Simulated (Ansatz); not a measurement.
One crystal and one scan (frozen-phonon scan) at two levels, PBE (plane waves to 420 eV, PAW, scalar-relativistic; Ansatz, a first-principles code) and r2SCAN (plane waves to 500 eV, PAW, scalar-relativistic; Ansatz), each from its own relaxed cell and on its own mesh. The cell shown is that of PBE.

Relaxed PbS (rock salt):

```
CELL_PARAMETERS angstrom
      0.00000     6.00891     6.00891
      3.00445     0.00000     3.00445
      3.00445     3.00445     0.00000
ATOMIC_POSITIONS crystal
  S  0.00000 0.00000 0.00000
  S  0.50000 0.00000 0.00000
  Pb 0.25000 0.50000 0.50000
  Pb 0.75000 0.50000 0.50000
```

The atoms are displaced by Q × the pattern below (from a DFPT mode at L = (0.5, 0.0, 0.0), largest move 1; Q in Å), at fixed cell. It is one choice among 2 degenerate patterns. (q is in reciprocal vectors of the primitive cell; the cell shown is doubled to hold the pattern.)

```tsv
atom	x	y	z
Pb3	0.285	-0.520	0.805
Pb4	-0.285	0.520	-0.805
```

Atoms not listed stay in place.

PbS was relaxed with its symmetry unable to fall. Spin-orbit coupling is left out, though Pb is heavy. Both scans cover Q from -0.180 to 0.180 Å.

ΔE (meV/cell), each from the undisplaced structure of its own level:

```
Q (Å)    PBE    r2SCAN
------  ----  --------
-0.180  57.7  withheld
-0.150  39.8      41.0
-0.120  25.3      26.1
-0.090  14.2      14.6
-0.060   6.3       6.5
-0.030   1.6       1.6
0.000    0.0       0.0
0.030    1.6       1.6
0.060    6.3       6.5
0.090   14.2      14.6
0.120   25.3      26.1
0.150   39.8      41.0
0.180   57.7  withheld
```

Task: Estimate the r2SCAN value at 0.180 from the PBE value there and the ratio of the two levels in the two nearest given rows on that side of the minimum.

Result: At 0.150 and 0.120 the ratio r2SCAN/PBE averages 1.031, which gives 1.031 × 57.7 = 59.5 meV/cell. The calculation gives 59.5 meV/cell, +3.1 % against PBE.

(A displaced cell: forces are minus the slopes of the energy, force constants its curvatures, and phonons follow from these.)
